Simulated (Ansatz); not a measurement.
Pt (diamond, Fd-3m) under volume change, the program Ansatz at the PBE level (PAW), scaled uniformly.

```
V (Å³/atom)  E − E(relaxed) (meV/atom)  P (GPa)
-----------  -------------------------  -------
21.912                            85.3    13.95
22.635                            35.4     8.38
23.357                             8.3     3.79
24.079                             0.0     0.00
24.802                             7.3    -3.13
25.524                            27.4    -5.71
26.247                            58.1    -7.84
```

**Question.** What does a third-order Birch–Murnaghan fit give for V₀, B₀ and B′?

**Answer.** V₀ = 24.08 Å³/atom, B₀ = 115 GPa, B′ = 5.4.

The cell is a constructed one: a structure type filled with these elements; neither database checked (COD, Materials Project) lists it. It is not the phase usual at ambient conditions (space group No. 225). Symmetry was held in the PBE relaxation. At this level the phase is mechanically unstable. The run is not spin-polarised. Scalar-relativistic: spin–orbit coupling is off unless named, which matters more the heavier the elements.

Potentials: the later of the program's two PAW sets.
